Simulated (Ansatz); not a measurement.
Relaxed candidate structures of TiO:

A. C2/m (No. 12), mS20; a = 9.208 Å, b = 4.123 Å, c = 5.759 Å, α = 90.00°, β = 107.35°, γ = 90.00°; Ti 4i (0.152, 0.500, 0.324); Ti 4i (0.335, 0.000, 0.170); Ti 2c (0.500, 0.500, 0.500); O 2b (0.000, 0.500, 0.000); O 4i (0.331, 0.500, 0.168); O 4i (0.169, 0.000, 0.342)

B. P6₃mc (No. 186), hP4, wurtzite type; a = b = 2.973 Å, c = 6.003 Å, α = β = 90.00°, γ = 120.00°; Ti 2b (0.333, 0.667, 0.470); O 2b (0.333, 0.667, 0.155)

C. Pm-3m (No. 221), cP2, CsCl type; a = 2.6084 Å, b = 2.6084 Å, c = 2.6084 Å, α = 90.00°, β = 90.00°, γ = 90.00°; Ti 1a (0.000, 0.000, 0.000); O 1b (0.500, 0.500, 0.500)

D. P-62m (No. 189), hP6; a = b = 4.9571 Å, c = 2.8376 Å, α = β = 90.00°, γ = 120.00°; Ti 2d (0.333, 0.667, 0.500); Ti 1a (0.000, 0.000, 0.000); O 3f (0.000, 0.395, 0.000)

**Question.** Put the candidates in order of energy per atom, lowest first, for PBEsol (plane waves to 420 eV, PAW, scalar-relativistic; Ansatz, a first-principles code).

**Answer.** D (reference, the lowest among the structures calculated here), A (+0.06 eV/atom), B (+0.37 eV/atom), C (+0.59 eV/atom)

**Question.** Which candidates are metallic at this level, and what gaps do the others have?

**Answer.** No gap: A, C, D. B: 0.23 eV (no spin-orbit coupling).

Each run could gain symmetry but not lose that of its start, so entries can be saddle points. From databases, or of a type measured for this composition: C2/m, mS20; P-62m, hP6; the others are generated cells (placed on structure types, drawn at random, substituted or restacked) that were not matched to a known phase here. The real structure of this composition may not be among these. Energies are at zero temperature and pressure, without zero-point motion. Each cell has its own k-point mesh; energy differences are given only to the digits this allows. No spin polarisation in the result. No Hubbard U is applied.
